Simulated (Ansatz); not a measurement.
Values for one crystal, relaxed and computed with r²SCAN (plane waves, PAW; program Ansatz); other levels are named.

| Property | Value |
|---|---|
| Volume per atom | 21.62 Å³ |
| Band gap | 7.17 eV (direct) |
| Hole effective mass, band 3 of 3 at the edge | 0.57 along [100], 1.0 along [110], 1.5 along [111] (mₑ) |
| Gap with spin–orbit coupling | 7.14 eV |
| Valence-band maximum | at Γ |
| Electron effective mass with spin–orbit coupling | 0.46 mₑ (isotropic) |
| Conduction-band minimum | at Γ |

**Question.** Which compound is it?
A) CsSrF3, cubic perovskite
B) SrAlGeH, P3m1 (Sr on 1b, Al on 1a, Ge on 1c, H on 1a)
C) CsH, rock salt
D) KTl2CrF6, Fm-3m (K on 4b, Cr on 4a, Tl on 8c, F on 24e)

**Answer.** A, CsSrF3, cubic perovskite

Space group Pm-3m (cubic perovskite). The workflow started from a Materials Project entry (that database holds measured and hypothetical structures alike); the Crystallography Open Database copy checked does not list it. Its standing as an ambient phase is unchecked. Symmetry was held in the r²SCAN relaxation; its stability against distortions is not shown here. Scalar-relativistic: spin–orbit coupling is off unless named, which matters more the heavier the elements.

Potentials: the later of the program's two PAW sets.
